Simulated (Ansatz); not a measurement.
System: Sn (diamond type, first atom moved by 0.06 Å along [111]), 2 atoms in the cell.

```
Sn
1.0
     0.00000    3.32500    3.32500
     3.32500    0.00000    3.32500
     3.32500    3.32500    0.00000
Sn
2
Direct
  0.00521 0.00521 0.00521
  0.25000 0.25000 0.25000
```

Code and potentials: Ansatz PAW hard set, 700 eV. Settings: k-mesh 4×4×4 Γ-centred; Fermi–Dirac smearing of 0.1 eV; no spin polarisation; no spin–orbit coupling. For HSE06: exchange singularity: Wigner-Seitz.

One run gave:

```yaml
Pressure: -1.11 GPa
```

| atom | Fx (eV/Å) | Fy (eV/Å) | Fz (eV/Å) |
| --- | --- | --- | --- |
| Sn1 | -0.244 | -0.244 | -0.244 |
| Sn2 | 0.244 | 0.244 | 0.244 |

Q: Which level of theory was it?
A. HSE06
B. PBE

A: A. All runs:

```
level  pressure (GPa)  rms force (eV/Å)
  PBE            0.69             0.409
HSE06           -1.11             0.423
```

The stress includes the program's correction for the finite plane-wave basis.

The k-mesh is coarse, so these values belong to this mesh and can lie far from the converged ones. Potentials made with PBE were used with another functional (at least in: Ansatz PAW hard set, 700 eV (HSE06)).
